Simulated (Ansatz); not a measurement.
CsNb(PO4)2 (space group C2/m)

```yaml
crystal:
  lattice:
    - [4.40326, -2.62934, 0.00000]
    - [4.40326, 2.62934, 0.00000]
    - [-0.45622, 0.00000, 8.79422]
  atoms:
    - { symbol: Cs, position: [0.00000, 0.00000, 0.00000] }
    - { symbol: Nb, position: [0.00000, 0.00000, 0.50000] }
    - { symbol: P, position: [0.35366, 0.35366, 0.69510] }
    - { symbol: P, position: [0.64634, 0.64634, 0.30490] }
    - { symbol: O, position: [0.31587, 0.78974, 0.35241] }
    - { symbol: O, position: [0.68413, 0.21026, 0.64759] }
    - { symbol: O, position: [0.21026, 0.68413, 0.64759] }
    - { symbol: O, position: [0.78974, 0.31587, 0.35241] }
    - { symbol: O, position: [0.79337, 0.79337, 0.41320] }
    - { symbol: O, position: [0.20663, 0.20663, 0.58680] }
    - { symbol: O, position: [0.67784, 0.67784, 0.14073] }
    - { symbol: O, position: [0.32216, 0.32216, 0.85927] }
```

E(V) scan at fixed shape, V₀ the volume above. The atoms relax within the cell's symmetry.

All values below come from PBEsol (plane waves to 420 eV, PAW, scalar-relativistic; Ansatz, a program for electronic structure). k mesh 6×6×3 (Γ-centred), Fermi-Dirac smearing 0.05 eV. E stands for the smeared free energy. With the shape held, the modulus is that of even scaling; a crystal free to change shape is softer. CsNb(PO4)2 is run without spin polarisation. CsNb(PO4)2 was relaxed with its symmetry unable to fall. ΔE is measured from the relaxed starting cell.

```csv
V (Å³/atom),ΔE (meV/atom)
15.951,8.1
16.206,4.5
16.460,1.9
16.715,0.5
16.969,0.0
17.224,0.4
17.479,1.7
17.733,3.8
17.988,6.5
```

Question: What is the fitted pressure derivative B₀′?

Answer: 3.9.

Question: What bulk modulus at fixed cell shape B₀ follows from a third-order Birch-Murnaghan fit?

Answer: 38.1 GPa.

(A scan under strain: stresses follow from slopes of the energy per volume, elastic moduli from its curvatures.)
